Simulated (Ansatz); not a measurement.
Input, command and steps of an Ansatz relaxation.

```yaml
crystal:
  lattice:
    - [3.0318049187, 0.0, 0.0]
    - [-1.5159024594, 2.6256200789, 0.0]
    - [0.0, 0.0, 3.2242298103]
  atoms:
    - { symbol: Ti, position: [0.0, 0.0, 0.0] }
    - { symbol: B, position: [0.3333333333, 0.6666666667, 0.5] }
    - { symbol: B, position: [0.6666666667, 0.3333333333, 0.5] }
basis:
  ecutwfc: 420
kpoints:
  mp_grid: { grid: [18, 18, 14] }
hamiltonian:
  xc: pbe
  dispersion: d3bj
scf:
  occupations: { method: gaussian, width: 0.1 }
output:
  forces: true
  stress: true
  eigenvalues: true
relax:
  adjacent_minimum: "off"
  f_tol: 0.005
  max_steps: 50
  cell: { stress_tol: 0.05 }
```

```bash
ansatz run input.yaml --threads 1 --pin off --max-ram 2560MiB --backend cpu --events-out ev --progress --plain --runs-dir out
```

Level of theory: DFT PBE+D3(BJ), scalar-relativistic, plane waves, PAW (Ansatz).

Of 6 frames 6 are shown, positions in Å and forces in eV/Å; the SCF threshold varies from step to step. Steps run on the plane waves of an earlier cell, with a Pulay correction in the pressure. The basis is chosen afresh for the last frame, the zero of the energies, and at times for earlier ones too; energy and pressure can step there, also at an unchanged geometry. Where two frames share a geometry here, they differ by under 2 meV/atom and 0.3 GPa.

```xyz
3
Lattice="3.0318 0.0000 0.0000 -1.5159 2.6256 0.0000 0.0000 0.0000 3.2242" Properties=species:S:1:pos:R:3:forces:R:3 pbc="T T T" step=1 free_energy_over_end_meV_per_atom=6.90 pressure_GPa=-8.01
Ti    0.0000    0.0000    0.0000    0.0000    0.0000    0.0000
B     0.0000    1.7504    1.6121    0.0000    0.0000    0.0000
B     1.5159    0.8752    1.6121    0.0000    0.0000    0.0000
3
Lattice="3.0131 0.0000 0.0000 -1.5066 2.6094 0.0000 0.0000 0.0000 3.1835" Properties=species:S:1:pos:R:3:forces:R:3 pbc="T T T" step=2 free_energy_over_end_meV_per_atom=0.15 pressure_GPa=-1.91
Ti    0.0000    0.0000    0.0000    0.0000    0.0000    0.0000
B     0.0000    1.7396    1.5918    0.0000    0.0000    0.0000
B     1.5066    0.8698    1.5918    0.0000    0.0000    0.0000
3
Lattice="3.0016 0.0000 0.0000 -1.5008 2.5995 0.0000 0.0000 0.0000 3.1847" Properties=species:S:1:pos:R:3:forces:R:3 pbc="T T T" step=3 free_energy_over_end_meV_per_atom=-0.32 pressure_GPa=0.20
Ti    0.0000    0.0000    0.0000    0.0000    0.0000    0.0000
B     0.0000    1.7330    1.5923    0.0000    0.0000    0.0000
B     1.5008    0.8665    1.5923    0.0000    0.0000    0.0000
3
Lattice="3.0038 0.0000 0.0000 -1.5019 2.6013 0.0000 0.0000 0.0000 3.1815" Properties=species:S:1:pos:R:3:forces:R:3 pbc="T T T" step=4 free_energy_over_end_meV_per_atom=-0.33 pressure_GPa=0.02
Ti    0.0000    0.0000    0.0000    0.0000    0.0000    0.0000
B     0.0000    1.7342    1.5908    0.0000    0.0000    0.0000
B     1.5019    0.8671    1.5908    0.0000    0.0000    0.0000
3
Lattice="3.0037 0.0000 0.0000 -1.5018 2.6013 0.0000 0.0000 0.0000 3.1819" Properties=species:S:1:pos:R:3:forces:R:3 pbc="T T T" step=5 free_energy_over_end_meV_per_atom=-0.33 pressure_GPa=0.00
Ti    0.0000    0.0000    0.0000    0.0000    0.0000    0.0000
B     0.0000    1.7342    1.5910    0.0000    0.0000    0.0000
B     1.5018    0.8671    1.5910    0.0000    0.0000    0.0000
3
Lattice="3.0037 0.0000 0.0000 -1.5018 2.6013 0.0000 0.0000 0.0000 3.1819" Properties=species:S:1:pos:R:3:forces:R:3 pbc="T T T" step=6 free_energy_over_end_meV_per_atom=0.00 pressure_GPa=-0.04
Ti    0.0000    0.0000    0.0000    0.0000    0.0000    0.0000
B     0.0000    1.7342    1.5910    0.0000    0.0000    0.0000
B     1.5018    0.8671    1.5910    0.0000    0.0000    0.0000
```

Time: 32 s on 1 thread of Arm Neoverse V2 (shared host), peak memory 0.4 GiB.